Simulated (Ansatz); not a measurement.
## How far is PAW off for Co?

```
Co
1.0
     2.51900    0.00000    0.00000
    -1.25950    2.18152    0.00000
     0.00000    0.00000    4.09100
Co
2
Cartesian
  0.0000 1.4543 1.0228
  1.2595 0.7272 3.0682
```

Atoms are numbered in the order listed.

The cell comes from COD entry 9011615, which wasn't checked; take it as a given geometry. It differs from other determinations.

All numbers are computed: DFT, LDA, PAW with Ansatz's default frozen-core files, scalar-relativistic (Ansatz 0.2.0); DFT, LDA, all-electron LAPW, scalar-relativistic (Ansatz 0.2.0).

For PAW: a Γ-centred 19×19×10 k mesh, Fermi–Dirac smearing of 0.08 eV, cutoff 420 eV, spin-polarised from start moments Co1 2, Co2 2 μB; the PAW files were made with PBE, and the program remakes their frozen cores for this functional. LAPW targets a basis error of 1 meV/atom. The Ansatz runs share mesh, smearing and spin set-up. Plane-wave (PAW) pressures include the program's estimate of the Pulay term.

Stress and pressure are positive in compression.

Levels count from the Fermi level.

```csv
quantity,PAW,LAPW
pressure (GPa),-23.79,-23.91
stress xx (GPa),-23.32,-23.44
stress zz (GPa),-24.73,-24.85
moment of the cell (μB),3.208,3.207
highest filled spin-up level at Γ (eV),?,?
lowest empty spin-up level at Γ (eV),5.964,5.970
highest filled spin-up level at K (eV),-0.750,-0.750
lowest empty spin-up level at K (eV),4.354,4.359
highest filled spin-up level at M (eV),-0.468,-0.468
lowest empty spin-up level at M (eV),1.251,1.254
```

(1) Give the missing entry: row "highest filled spin-up level at Γ (eV)", column "LAPW".

(2) What belongs in the row "highest filled spin-up level at Γ (eV)", column "PAW"?

Answers

(1) -0.197.

(2) -0.204.
